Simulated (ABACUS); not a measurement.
A self-consistent single point of CdSe (P6_3mc, 8 atoms in the cell; from Materials Project mp-1070, changed as shown).

```yaml
crystal:
  lattice:
    - [4.25917, 0.00000, 0.00000]
    - [0.00000, 7.37709, 0.00000]
    - [0.00000, 0.00000, 6.94804]
  atoms:
    - { symbol: Cd, position: [0.50000, 0.16667, 0.49995] }
    - { symbol: Cd, position: [0.00000, 0.33333, 0.99995] }
    - { symbol: Cd, position: [0.00000, 0.66667, 0.49995] }
    - { symbol: Cd, position: [0.50000, 0.83333, 0.99995] }
    - { symbol: Se, position: [0.50000, 0.16667, 0.87591] }
    - { symbol: Se, position: [0.00000, 0.33333, 0.37591] }
    - { symbol: Se, position: [0.00000, 0.66667, 0.87591] }
    - { symbol: Se, position: [0.50000, 0.83333, 0.37591] }
```

All values come from this method and carry its errors: PBE, PseudoDojo 0.5 standard norm-conserving PBE (tails mended) pseudopotentials (plane waves; ABACUS).

ABACUS settings:

| setting | value |
|---|---|
| KPT | Gamma 4 2 2 0 0 0 |
| basis_type | pw |
| dft_functional | PBE |
| ecutwfc | 102 Ry |
| smearing_method | fd |
| smearing_sigma | 0.00146997 Ry |
| potentials | PseudoDojo 0.5 standard norm-conserving PBE (tails mended) |
| symmetry | 1 |
| symmetry_prec | 1e-05 |
| ks_solver | dav_subspace |
| scf_nmax | 100 |
| scf_thr | 1.0e-09 Ry |
| mixing_type | pulay |
| mixing_beta | 0.7 |

Estimate, at this level of theory: gap on the k-point mesh and pressure.

The run gave:

| Item | Result |
|---|---|
| Gap on the k-point mesh | 0.73 eV |
| Pressure | 4.73 GPa |

The gap is read on the k-point mesh of the run and can differ from the gap over the whole zone at this level.

For comparison: a first run was changed to give this one (lattice scaled by 0.98), and from it to this one the free energy rises by 31.0 meV/atom, the pressure goes from 1.22 to 4.73 GPa, the largest force goes from 0.018 to 0.023 eV/Å and the gap on the mesh goes from 0.595 to 0.729 eV.

The structure comes from a collection of computed structures, made at another level of theory; the collection holds predicted forms beside known ones.

Cost on one core: roughly 7 core-minutes.

“Tails mended”: in these copies of the files the far tail of each local potential was reset to the Coulomb form.
